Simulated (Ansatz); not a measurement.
Density of states of SnO

```xyz
4
Lattice="3.8020 0.0000 0.0000 0.0000 3.8020 0.0000 0.0000 0.0000 4.8360" Properties=species:S:1:pos:R:3 pbc="T T T"
Sn    0.0000    1.9010    1.1534
Sn    1.9010    0.0000    3.6826
O     0.0000    0.0000    0.0000
O     1.9010    1.9010    0.0000
```

The cell is COD entry 9008956, as deposited and not checked against the literature; nothing was relaxed.

Spin–orbit coupling is left out, though it moves levels of the heavy atoms by tenths of an eV or more.

The calculation used DFT, PBEsol, all-electron LAPW, scalar-relativistic (Ansatz 0.2.0).

Settings: a Γ-centred 8×8×6 k mesh, Fermi–Dirac smearing of 0.01 eV, basis error target 1 meV/atom, no spin polarisation.

States per eV and cell, averaged over 0.4 eV, from -9.4 to 4.4 eV, with energies (bin centres) from the Fermi level; empty bins are left out. 

| E (eV) | total |
| --- | --- |
| -9.3 | 0.06 |
| -8.9 | 1.83 |
| -8.5 | 2.35 |
| -8.1 | 1.88 |
| -7.7 | 1.05 |
| -7.3 | 0.87 |
| -6.9 | 1.10 |
| -6.5 | 1.33 |
| -6.1 | 2.88 |
| -5.7 | 2.51 |
| -5.3 | 3.03 |
| -4.9 | 1.39 |
| -4.5 | 2.00 |
| -4.1 | 2.29 |
| -3.7 | 2.22 |
| -3.3 | 2.51 |
| -2.9 | 2.72 |
| -2.5 | 2.41 |
| -2.1 | 2.12 |
| -1.7 | 1.45 |
| -1.3 | 0.86 |
| -0.9 | 0.57 |
| -0.5 | 0.40 |
| -0.1 | 0.19 |
| 0.3 | 0.04 |
| 0.7 | 0.20 |
| 1.1 | 0.31 |
| 1.5 | 0.89 |
| 1.9 | 2.08 |
| 2.3 | 2.23 |
| 2.7 | 2.09 |
| 3.1 | 2.22 |
| 3.5 | 1.31 |
| 3.9 | 1.25 |
| 4.3 | 1.54 |
